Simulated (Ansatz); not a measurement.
Theory: Ansatz, DFT PBE, scalar-relativistic, plane waves, PAW. Settings: cutoff 420 eV, Γ-centred meshes spaced at most about 0.3 Å⁻¹, and about 0.25 Å⁻¹ or finer for metals (2π included), Gaussian smearing. No spin polarisation in the final relaxations.

These are static total energies at zero pressure.

Two forms of Ga₄TeAs were relaxed alike.

A.

```cif
data_structure
_symmetry_space_group_name_H-M 'P4/mmm'
_symmetry_Int_Tables_number 123
_cell_length_a 3.8003
_cell_length_b 3.8003
_cell_length_c 9.0156
_cell_angle_alpha 90.000
_cell_angle_beta 90.000
_cell_angle_gamma 90.000
_cell_volume 130.20
loop_
_atom_site_label
_atom_site_type_symbol
_atom_site_symmetry_multiplicity
_atom_site_Wyckoff_symbol
_atom_site_fract_x
_atom_site_fract_y
_atom_site_fract_z
_atom_site_occupancy
Ga1 Ga 2 g 0.00000 0.00000 0.68154 1
Ga2 Ga 2 h 0.50000 0.50000 0.14935 1
Te1 Te 1 d 0.50000 0.50000 0.50000 1
As1 As 1 a 0.00000 0.00000 0.00000 1
```

B.

```cif
data_structure
_symmetry_space_group_name_H-M 'F-43m'
_symmetry_Int_Tables_number 216
_cell_length_a 8.0706
_cell_length_b 8.0706
_cell_length_c 8.0706
_cell_angle_alpha 90.000
_cell_angle_beta 90.000
_cell_angle_gamma 90.000
_cell_volume 525.67
loop_
_atom_site_label
_atom_site_type_symbol
_atom_site_symmetry_multiplicity
_atom_site_Wyckoff_symbol
_atom_site_fract_x
_atom_site_fract_y
_atom_site_fract_z
_atom_site_occupancy
Ga1 Ga 16 e 0.87527 0.37527 0.87527 1
Te1 Te 4 a 0.00000 0.00000 0.00000 1
As1 As 4 d 0.25000 0.25000 0.75000 1
```

**Question.** Which is lower in energy, and by how much?

**Answer.** A is lower, by 130 meV/atom. A has space group P4/mmm (No. 123), 21.7 Å³/atom and no gap on its mesh; B has space group F-43m (No. 216), 21.9 Å³/atom and no gap. The shortest distance is 2.69 Å (Ga–Ga) in A and 2.85 Å (Ga–Ga) in B. Even the lower one lies +0.08 eV/atom against the reference forms of the elements (uncorrected), so neither is stable at this level. In A, Ga on its first site has 1 As at 2.87 Å, 5 Ga at 3.09–3.27 Å and 4 Te at 3.15 Å; around Te lie 10 Ga at 3.15–3.16 Å and 4 Te at 3.80 Å; As is surrounded by 10 Ga at 2.87–3.01 Å; 1 more site not described. In B, Ga is surrounded by 6 Ga at 2.85–2.86 Å, 3 As at 3.35 Å and 3 Te at 3.35 Å; Te has 12 Ga at 3.35 Å and 4 As at 3.49 Å; around As lie 12 Ga at 3.35 Å and 4 Te at 3.49 Å. Both come from invented guesses.

These runs have no spin–orbit coupling, which can matter for Te. In P4/mmm, F-43m an odd number of electrons in the primitive cell allows no gap without spin; a larger cell or a magnetic state could open one. A magnetic state wasn't ruled out in cells without spin, among them P4/mmm, F-43m. Cells relaxed within their symmetry can be saddle points.
